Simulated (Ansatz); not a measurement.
## Pt (bcc type) under strong compression

```
Pt
1.0
    -1.55146    1.55146    1.55146
     1.55146   -1.55146    1.55146
     1.55146    1.55146   -1.55146
Pt
1
Direct
  0.00000 0.00000 0.00000
```

The cell comes from a relaxation on PAW files under the same functional, begun from a prototype that needn't be the stable phase.

Its volume is scaled at fixed shape and fractional positions.

Computed with Ansatz 0.2.0; functional LDA, scalar-relativistic. Settings: a Γ-centred 19×19×19 k mesh, Fermi–Dirac smearing of 0.1 eV, no spin polarisation. Methods: LAPW: all electrons, basis error target 1 meV/atom; PAW: frozen-core files, cutoff 420 eV; crystal datasets: all electrons, by PAW datasets that the program makes for each cell; norm-conserving: pseudopotentials, cutoff 1143 eV; PAW (cutoff 800 eV): frozen-core files, cutoff 800 eV.

Energies are extrapolated to zero smearing and count from the unscaled cell; pressure is positive in compression; gaps take the mesh and a band path. No temperature or zero-point motion is included.

Spin–orbit coupling is left out, which matters for the heavy atoms. The PAW files were made under PBE. The structure type is held throughout; the real material can change phase at far lower pressure.

```
V/V0  V (Å³/atom)  P LAPW (GPa)  ΔE LAPW (eV/atom)  P PAW − LAPW (GPa)  ΔE PAW − LAPW (meV/atom)
1.00        14.94          0.00              0.000               -0.01                       0.0
0.90        13.44          40.9              0.169                0.00                       0.0
0.80        11.95         117.0              0.866                0.06                       0.2
0.70        10.46         261.0              2.554                0.27                       1.5
0.60         8.96             ?                  ?                   ?                         ?
0.50         7.47          1131             13.603                2.59                      22.0
0.40         5.98          2487             29.539                6.43                      62.0
```

(1) Fit the Vinet equation to the LAPW pressures shown (residuals weighted by 1/(|P| + 0.03·Pmax)), and predict the pressure of the withheld row.

(2) At the smallest volume, how far do crystal datasets and norm-conserving and PAW (cutoff 800 eV) lie from LAPW in pressure?

(3) How do the Löwdin populations by LAPW change from the unscaled cell to the last row?

## Answers

(1) The fit gives V0 = 14.95 Å³/atom, B0 = 286 GPa and B0′ = 5.51. At 8.96 Å³/atom, x = (V/V0)^(1/3) = 0.8432, and P = 3·B0·(1 − x)/x²·exp[1.5·(B0′ − 1)·(1 − x)] = 546.7 GPa. The run itself gave 543.0 GPa (+0.7 % off) and ΔE = 6.149 eV/atom.

(2) crystal datasets: -0.01 GPa; norm-conserving: -5.83 GPa; PAW (cutoff 800 eV): +5.77 GPa, on a LAPW pressure of 2487 GPa.

(3) Pt 5s 1.98 → 1.90, Pt 6s 0.96 → 0.79, Pt 5d 8.92 → 9.16 electrons an atom. These are projections on the shells that the free atoms fill; 0.14 e a cell lies outside them at the start and 0.18 e at the end.
